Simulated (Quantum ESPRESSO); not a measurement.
# Ta4W2PtMg: one run as intended and one with a planted mistake

Computed values, not a measurement. The program is pw.x of Quantum ESPRESSO 7.5 (plane-wave density functional theory). The cell is made up: eight metal atoms on a face-centred cubic lattice, with elements, volume, strain and displacements drawn at random and not relaxed, so it may be unstable or far from any real phase. PseudoDojo standard norm-conserving files set the functional (PBE unless stated); there is no spin polarisation or spin-orbit coupling, the Fermi-Dirac width of 0.25 eV means electrons at about 2900 K, and the masses in the input are unused placeholders. Heavy elements are run without spin-orbit coupling, which real alloys of them have. A spin test at this wide smearing found no moment, but such smearing suppresses magnetism that the real alloy may have.

Intended input:

```
&control calculation='scf', pseudo_dir='./dojo.nc.sr.pbe.v0_5.standard.upf', outdir='./o', disk_io='medium', tprnfor=.true., tstress=.true. /
&system ibrav=0, nat=8, ntyp=4, nbnd=71, ecutwfc=84.00895049, nosym=.true., tot_charge=0,
 occupations='smearing', smearing='fd', degauss=0.0183746611
/
&electrons conv_thr=1.470e-08, electron_maxstep=70, mixing_beta=0.5 /
ATOMIC_SPECIES
Mg 1.0 Mg.upf
Pt 1.0 Pt.upf
Ta 1.0 Ta.upf
W 1.0 W.upf
CELL_PARAMETERS angstrom
-2.0813 -4.0331 -1.9841
-4.1612 1.9732 2.0697
0.086 4.033 -4.0541
ATOMIC_POSITIONS angstrom
Ta -0.0826 0.1251 -0.0095
W 0.0574 2.0906 -2.018
W -1.977 1.9752 0.0701
Ta -2.0263 4.1289 -2.0815
Ta -2.1587 -0.0426 -1.9611
Pt -1.9657 1.9285 -3.8962
Mg -4.1253 -0.005 0.1036
Ta -4.1422 1.906 -1.8439
K_POINTS automatic
5 5 4 1 1 1
```

The log is shortened where brackets say so; the opening notice, blank lines, dates and the lines on written files are dropped, and the path of the files is cut. It prints rydbergs, bohrs and kilobars, and counts compression as positive stress. Its total energy is the free energy E - TS of the whole cell.

Log of the intended run:

```
     Program PWSCF v.7.5
     Parallel version (MPI & OpenMP), running on       1 processor cores
     Number of MPI processes:                 1
     Threads/MPI process:                     1
     [start-up lines left out]
     bravais-lattice index     =            0
     lattice parameter (alat)  =       9.3602  a.u.
     unit-cell volume          =     910.8672 (a.u.)^3
     number of atoms/cell      =            8
     number of atomic types    =            4
     number of electrons       =       108.00
     number of Kohn-Sham states=           71
     kinetic-energy cutoff     =      84.0090  Ry
     charge density cutoff     =     336.0358  Ry
     scf convergence threshold =      1.5E-08
     mixing beta               =       0.5000
     number of iterations used =            8  plain     mixing
     Exchange-correlation= PBE
                           (   1   4   3   4   0   0   0)
     [axes and pseudopotential details left out]
   Cartesian axes
     site n.     atom                  positions (alat units)
         1        Ta     tau(   1) = (  -0.0166760   0.0252563  -0.0019179  )
         2        W      tau(   2) = (   0.0115884   0.4220691  -0.4074120  )
         3        W      tau(   3) = (  -0.3991345   0.3987711   0.0141524  )
         4        Ta     tau(   4) = (  -0.4090877   0.8335795  -0.4202319  )
         5        Ta     tau(   5) = (  -0.4358178  -0.0086005  -0.3959245  )
         6        Pt     tau(   6) = (  -0.3968532   0.3893429  -0.7865999  )
         7        Mg     tau(   7) = (  -0.8328527  -0.0010094   0.0209157  )
         8        Ta     tau(   8) = (  -0.8362646   0.3848004  -0.3722631  )
     number of k points=    50  Fermi-Dirac smearing, width (Ry)=  0.0184
                       cart. coord. in units 2pi/alat
        k(    1) = (  -0.1696843   0.0279681  -0.1284995), wk =   0.0400000
        k(    2) = (  -0.2103470   0.1432320  -0.3201429), wk =   0.0400000
     [further k points left out]
     Dense  grid:    94815 G-vectors     FFT dimensions: (  60,  60,  64)
     Estimated max dynamical RAM per process >     185.31 MB
     Initial potential from superposition of free atoms
     starting charge     107.9944, renormalised to     108.0000
     Starting wfcs are   75 randomized atomic wfcs
     total cpu time spent up to now is       32.8 secs
     per-process dynamical memory:   101.6 Mb
     Self-consistent Calculation
     iteration #  1     ecut=    84.01 Ry     beta= 0.50
     Davidson diagonalization with overlap
     ethr =  1.00E-02,  avg # of iterations =  2.9
     total cpu time spent up to now is      115.2 secs
     total energy              =   -1203.13720672 Ry
     estimated scf accuracy    <       1.80208397 Ry
     iteration #  2     ecut=    84.01 Ry     beta= 0.50
     Davidson diagonalization with overlap
     ethr =  1.67E-03,  avg # of iterations =  3.0
     total cpu time spent up to now is      209.1 secs
     total energy              =   -1203.58864938 Ry
     estimated scf accuracy    <       5.85196625 Ry
     [iterations 3 to 15 left out]
     iteration # 16     ecut=    84.01 Ry     beta= 0.50
     Davidson diagonalization with overlap
     ethr =  2.43E-11,  avg # of iterations =  2.7
     total cpu time spent up to now is     1196.4 secs
     total energy              =   -1204.15317063 Ry
     estimated scf accuracy    <       0.00000004 Ry
     iteration # 17     ecut=    84.01 Ry     beta= 0.50
     Davidson diagonalization with overlap
     ethr =  2.43E-11,  avg # of iterations =  2.0
     total cpu time spent up to now is     1277.5 secs
     End of self-consistent calculation
     [lines on levels left out]
!    total energy              =   -1204.15317063 Ry
     estimated scf accuracy    <          8.3E-09 Ry
     smearing contrib. (-TS)   =      -0.11332933 Ry
     internal energy E=F+TS    =   -1204.03984130 Ry
     The total energy is F=E-TS. E is the sum of the following terms:
     one-electron contribution =    -261.33224427 Ry
     hartree contribution      =     181.09344617 Ry
     xc contribution           =    -248.35461737 Ry
     ewald contribution        =    -875.44642584 Ry
     convergence has been achieved in  17 iterations
     Forces acting on atoms (cartesian axes, Ry/au):
     atom    1 type  3   force =     0.02159487   -0.02707614   -0.01682916
     atom    2 type  4   force =     0.00332646   -0.03647348   -0.01050066
     atom    3 type  4   force =    -0.04517259    0.05676166   -0.00685019
     atom    4 type  3   force =     0.00467789   -0.04490489    0.04088941
     atom    5 type  3   force =     0.03813039   -0.01523880    0.01578214
     atom    6 type  2   force =    -0.00897220    0.03620588   -0.01298181
     atom    7 type  1   force =    -0.01813248   -0.03359934    0.01568978
     atom    8 type  3   force =     0.00454765    0.06432510   -0.02519952
     Total force =     0.148143     Total SCF correction =     0.000391
     Computing stress (Cartesian axis) and pressure
          total   stress  (Ry/bohr**3)                   (kbar)     P=       99.53
   0.00078850  -0.00003375   0.00016906          115.99       -4.96       24.87
  -0.00003375   0.00050168  -0.00007810           -4.96       73.80      -11.49
   0.00016906  -0.00007810   0.00073963           24.87      -11.49      108.80
     init_run     :     29.82s CPU     32.58s WALL (       1 calls)
     electrons    :   1209.00s CPU   1244.78s WALL (       1 calls)
     forces       :     15.34s CPU     15.48s WALL (       1 calls)
     stress       :     55.66s CPU     55.91s WALL (       1 calls)
     [timing details left out]
     PWSCF        :  21m50.34s CPU  22m31.08s WALL
     JOB DONE.
```

A second run has one planted mistake: one coordinate of one atom is wrong. The input lines that differ:

```
- Ta -2.0263 4.1289 -2.0815
+ Ta -2.0263 4.1289 -2.0115
```

Its log:

```
     Program PWSCF v.7.5
     Parallel version (MPI & OpenMP), running on       1 processor cores
     Number of MPI processes:                 1
     Threads/MPI process:                     1
     [start-up lines left out]
     bravais-lattice index     =            0
     lattice parameter (alat)  =       9.3602  a.u.
     unit-cell volume          =     910.8672 (a.u.)^3
     number of atoms/cell      =            8
     number of atomic types    =            4
     number of electrons       =       108.00
     number of Kohn-Sham states=           71
     kinetic-energy cutoff     =      84.0090  Ry
     charge density cutoff     =     336.0358  Ry
     scf convergence threshold =      1.5E-08
     mixing beta               =       0.5000
     number of iterations used =            8  plain     mixing
     Exchange-correlation= PBE
                           (   1   4   3   4   0   0   0)
     [axes and pseudopotential details left out]
   Cartesian axes
     site n.     atom                  positions (alat units)
         1        Ta     tau(   1) = (  -0.0166760   0.0252563  -0.0019179  )
         2        W      tau(   2) = (   0.0115884   0.4220691  -0.4074120  )
         3        W      tau(   3) = (  -0.3991345   0.3987711   0.0141524  )
         4        Ta     tau(   4) = (  -0.4090877   0.8335795  -0.4060997  )
         5        Ta     tau(   5) = (  -0.4358178  -0.0086005  -0.3959245  )
         6        Pt     tau(   6) = (  -0.3968532   0.3893429  -0.7865999  )
         7        Mg     tau(   7) = (  -0.8328527  -0.0010094   0.0209157  )
         8        Ta     tau(   8) = (  -0.8362646   0.3848004  -0.3722631  )
     number of k points=    50  Fermi-Dirac smearing, width (Ry)=  0.0184
                       cart. coord. in units 2pi/alat
        k(    1) = (  -0.1696843   0.0279681  -0.1284995), wk =   0.0400000
        k(    2) = (  -0.2103470   0.1432320  -0.3201429), wk =   0.0400000
     [further k points left out]
     Dense  grid:    94815 G-vectors     FFT dimensions: (  60,  60,  64)
     Estimated max dynamical RAM per process >     185.31 MB
     Initial potential from superposition of free atoms
     starting charge     107.9944, renormalised to     108.0000
     Starting wfcs are   75 randomized atomic wfcs
     total cpu time spent up to now is       42.1 secs
     per-process dynamical memory:   101.6 Mb
     Self-consistent Calculation
     iteration #  1     ecut=    84.01 Ry     beta= 0.50
     Davidson diagonalization with overlap
     ethr =  1.00E-02,  avg # of iterations =  2.9
     total cpu time spent up to now is      159.4 secs
     total energy              =   -1203.11553896 Ry
     estimated scf accuracy    <       1.83930771 Ry
     iteration #  2     ecut=    84.01 Ry     beta= 0.50
     Davidson diagonalization with overlap
     ethr =  1.70E-03,  avg # of iterations =  3.0
     total cpu time spent up to now is      264.4 secs
     total energy              =   -1203.58942555 Ry
     estimated scf accuracy    <       5.93876705 Ry
     [iterations 3 to 15 left out]
     iteration # 16     ecut=    84.01 Ry     beta= 0.50
     Davidson diagonalization with overlap
     ethr =  2.72E-11,  avg # of iterations =  2.5
     total cpu time spent up to now is     1386.6 secs
     total energy              =   -1204.15631814 Ry
     estimated scf accuracy    <       0.00000005 Ry
     iteration # 17     ecut=    84.01 Ry     beta= 0.50
     Davidson diagonalization with overlap
     ethr =  2.72E-11,  avg # of iterations =  2.0
     total cpu time spent up to now is     1468.9 secs
     End of self-consistent calculation
     [lines on levels left out]
!    total energy              =   -1204.15631814 Ry
     estimated scf accuracy    <          6.5E-09 Ry
     smearing contrib. (-TS)   =      -0.11363965 Ry
     internal energy E=F+TS    =   -1204.04267849 Ry
     The total energy is F=E-TS. E is the sum of the following terms:
     one-electron contribution =    -260.94362559 Ry
     hartree contribution      =     180.90920172 Ry
     xc contribution           =    -248.35630883 Ry
     ewald contribution        =    -875.65194579 Ry
     convergence has been achieved in  17 iterations
     Forces acting on atoms (cartesian axes, Ry/au):
     atom    1 type  3   force =     0.01410793   -0.02505593   -0.01158825
     atom    2 type  4   force =    -0.00181196   -0.03864095   -0.00785948
     atom    3 type  4   force =    -0.04469638    0.04581461    0.00182156
     atom    4 type  3   force =     0.00143913   -0.04203311    0.00672457
     atom    5 type  3   force =     0.04474674   -0.01694940    0.02132396
     atom    6 type  2   force =    -0.00713073    0.04009908   -0.01246587
     atom    7 type  1   force =    -0.01159354   -0.03367836    0.02065364
     atom    8 type  3   force =     0.00493881    0.07044407   -0.01861013
     Total force =     0.141493     Total SCF correction =     0.000266
     Computing stress (Cartesian axis) and pressure
          total   stress  (Ry/bohr**3)                   (kbar)     P=       99.47
   0.00078085  -0.00003130   0.00017513          114.87       -4.60       25.76
  -0.00003130   0.00050352  -0.00007142           -4.60       74.07      -10.51
   0.00017513  -0.00007142   0.00074415           25.76      -10.51      109.47
     init_run     :     39.29s CPU     41.95s WALL (       1 calls)
     electrons    :   1385.51s CPU   1426.83s WALL (       1 calls)
     forces       :      9.65s CPU      9.74s WALL (       1 calls)
     stress       :     44.88s CPU     45.16s WALL (       1 calls)
     [timing details left out]
     PWSCF        :  24m39.75s CPU  25m28.59s WALL
     JOB DONE.
```

|  | intended run | run with the mistake |
| --- | --- | --- |
| free energy (eV) | -16383.339 | -16383.381 |
| entropy term -TS, part of it (eV) | -1.542 | -1.546 |
| pressure (GPa) | 9.95 | 9.95 |
| size of the largest force component (eV/Å) | 1.654 | 1.811 |
| largest change of a force component (eV/Å) |  | 0.878 |
| iterations | 17 | 17 |

For scale, a rerun of the intended cell at a higher cutoff and on a denser mesh moved values by no more than 0.009 eV in energy, 0.05 GPa in stress and 0.008 eV/Å in force, and a second program with other atomic files agreed on that cell to 2 % rms in force and 0.5 GPa in pressure.